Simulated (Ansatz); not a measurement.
The elements of this relaxed trial crystal are hidden behind letters.

```
lattice vectors (Å)
   4.4738    0.0000    0.0000
  -2.2369    3.8745    0.0000
   0.0000    0.0000    9.8098
fractional positions
X 0.6667 0.3333 0.6197
X 0.3333 0.6667 0.3803
Z 0.0000 0.0000 0.0000
Q 0.6667 0.3333 0.1910
Q 0.3333 0.6667 0.8090
```

Theory: Ansatz, DFT PBE, scalar-relativistic, plane waves, PAW. Settings of the last relaxation (5-atom cell): 420 eV, 12×12×4 k points, Gaussian smearing of 0.10 eV, no spin polarisation.

| Quantity | Value |
| --- | --- |
| Space group | P-3m1 (No. 164) |
| Conventional cell | a = 4.474 Å, c = 9.810 Å |
| Volume per atom | 34.01 Å³ |
| Density | 5.89 g/cm³ |
| Formation energy | −0.22 eV/atom |
| Gap on the 12×12×4 mesh of the 5-atom cell | 0 eV (a metal) |

Energies are uncorrected and count from the elements' standard states at the same level.

Task: X is a p-block element of period 5, Z is a p-block element of period 5 and Q is a p-block element of period 5. Which elements are they?

Result: X = In, Z = Sn, Q = Te, so the formula is In2SnTe2. Density times volume gives a mean mass of 5.89 × 34.01/1.6605 = 120.6 u per atom, and this set has 120.7 u. In has 3 Te at 3.18 Å and 3 In at 3.49 Å; around Sn lie 6 Te at 3.19 Å; around Te lie 3 In at 3.18 Å and 3 Sn at 3.19 Å. Swapping In and Te leaves the mass as it is, so only the distances can place them.

These runs have no spin–orbit coupling, which can matter for Te. Symmetry constrained the relaxation, so the result can be a saddle point.
